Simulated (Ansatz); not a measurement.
In$_{2}$Ge$_{2}$O$_{7}$ (space group C2/m)

```
CELL_PARAMETERS angstrom
      3.29422    -4.38064     0.00000
      3.29422     4.38064     0.00000
     -1.01498     0.00000     4.80942
ATOMIC_POSITIONS crystal
  In 0.30636 0.69364 0.00000
  In 0.69364 0.30636 0.00000
  Ge 0.76204 0.76204 0.59308
  Ge 0.23796 0.23796 0.40692
  O  0.40849 0.07374 0.21293
  O  0.59151 0.92626 0.78707
  O  0.92626 0.59151 0.78707
  O  0.07374 0.40849 0.21293
  O  0.00000 0.00000 0.50000
  O  0.41397 0.41397 0.72729
  O  0.58603 0.58603 0.27271
```

The atoms are displaced by Q × the pattern below (from a DFPT mode at Γ, largest move 1; Q in Å), at fixed cell.

```
atom       x       y       z
----  ------  ------  ------
In1    0.016   0.000  -0.056
In2    0.016   0.000  -0.056
Ge3   -0.130   0.000   0.050
Ge4   -0.130   0.000   0.050
O5    -0.028   0.093  -0.039
O6    -0.028   0.093  -0.039
O7    -0.028  -0.093  -0.039
O8    -0.028  -0.093  -0.039
O9     0.176   0.000   0.984
O10    0.444   0.000  -0.243
O11    0.444   0.000  -0.243
```

Level of theory: LDA (plane waves to 420 eV, PAW, scalar-relativistic; Ansatz, a first-principles code). k mesh 5×5×6 (Γ-centred), fixed occupations. In2Ge2O7 was relaxed with its symmetry unable to fall. The zero of ΔE is the undisplaced structure.

| Q (Å) | ΔE (meV/cell) |
|---|---|
| -0.440 | 41.2 |
| -0.367 | 11.5 |
| -0.293 | -2.0 |
| -0.220 | -5.4 |
| -0.147 | -3.8 |
| -0.073 | -1.2 |
| 0.000 | 0.0 |
| 0.073 | -1.2 |
| 0.147 | -3.8 |
| 0.220 | -5.4 |
| 0.293 | -2.0 |
| 0.367 | 11.5 |
| 0.440 | 41.2 |

### Question
Is this a single well or a double well?

### Answer
A double well: the undisplaced structure is a maximum between two minima.

### Question
By a smooth curve, how deep is the well, measured from the undisplaced structure?

### Answer
5.4 meV/cell, cell held fixed.

### Question
By a smooth curve through the points, how far does the most displaced atom move to reach the deepest minimum?

### Answer
0.22 Å from zero.

### Question
What harmonic wavenumber does the curvature at Q = 0 give?

### Answer
About 66i cm⁻¹. By second differences, E″ = -0.46 eV/Å², M = Σ mᵢ|uᵢ|² = 28.5 u, ν̃ = 521.5·√(|E″|/M), imaginary since E″ < 0.

(For displaced atoms, the force is minus the slope of the energy, and its curvature is a force constant, which sets phonon frequencies.)
